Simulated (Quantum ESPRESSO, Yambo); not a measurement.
## G0W0 results for Ba2SrWO6

```xyz
10
Lattice="5.2937 -3.0621 0.0000 5.2937 3.0621 0.0000 -3.5559 0.0000 5.0964" Properties=species:S:1:pos:R:3 pbc="T T T"
O      4.2260    -1.3849     0.9012
O      2.8054     1.3849     4.1952
O      2.8054    -1.3849     4.1952
O      4.2260     1.3849     0.9012
O      6.5711     0.0000     1.4944
O      0.4603     0.0000     3.6020
Sr    -1.7780     0.0000     2.5482
Ba     1.7688     0.0000     1.2184
Ba     5.2627     0.0000     3.8780
W      5.2937     0.0000     0.0000
```

The geometry is that of Materials Project entry mp-18764, symmetrised and not relaxed again.

Starting point: PBEsol (Quantum ESPRESSO, PseudoDojo norm-conserving, 84 Ry, scalar-relativistic). G0W0 in Yambo: 2×2×2 Γ-centred k mesh, bands 2 to 314 and a 8 Ry block in the screening, 314 bands in G with the Bruneval-Gonze terminator, plasmon pole fitted at 27.2 eV.

```
Item                                                                         Result
--------------------------------------------------------------------------  -------
PBEsol gap along the band path                                              2.73 eV
PBEsol gap between the mesh's edge points ((0, 0, -0.5) → (-0.5, -0.5, 0))  2.73 eV
G0W0 gap between the same points                                            4.38 eV
PBEsol smallest direct gap on the mesh (at (-0.5, -0.5, 0))                 2.86 eV
G0W0 direct gap at that point                                               4.50 eV
```

```tsv
k point	band	E PBEsol (eV)	E QP (eV)	shift (eV)	Z
Γ	VB	-0.25	-0.79	-0.55	0.77
Γ	CB	3.05	4.19	1.13	0.81
(0, 0, -0.5)	VB	0.00	-0.54	-0.54	0.77
(0, 0, -0.5)	CB	3.34	4.53	1.20	0.81
(0, -0.5, 0)	VB	-0.19	-0.76	-0.57	0.77
(0, -0.5, 0)	CB	3.41	4.64	1.23	0.81
(0, -0.5, -0.5)	VB	-0.08	-0.63	-0.55	0.77
(0, -0.5, -0.5)	CB	2.81	3.93	1.13	0.82
(-0.5, -0.5, 0)	VB	-0.13	-0.66	-0.54	0.77
(-0.5, -0.5, 0)	CB	2.73	3.84	1.10	0.82
(-0.5, -0.5, -0.5)	VB	-0.14	-0.69	-0.55	0.77
(-0.5, -0.5, -0.5)	CB	3.29	4.51	1.22	0.81
```

Energies count from the PBEsol valence-band maximum.

Nearest settings tried, and what they do to the gap: 204 bands in W, 204 bands in G: +41 meV; 7 Ry block (335 vectors against 423): -2 meV. Not varied: mesh. So the settings aren't converged at that level. The k mesh is coarse.

Spin-orbit coupling is left out, which matters for elements this heavy: edges can move by tenths of an eV.

The structure is a Materials Project entry; no match was found in the copy of COD used, and its stability was not checked.
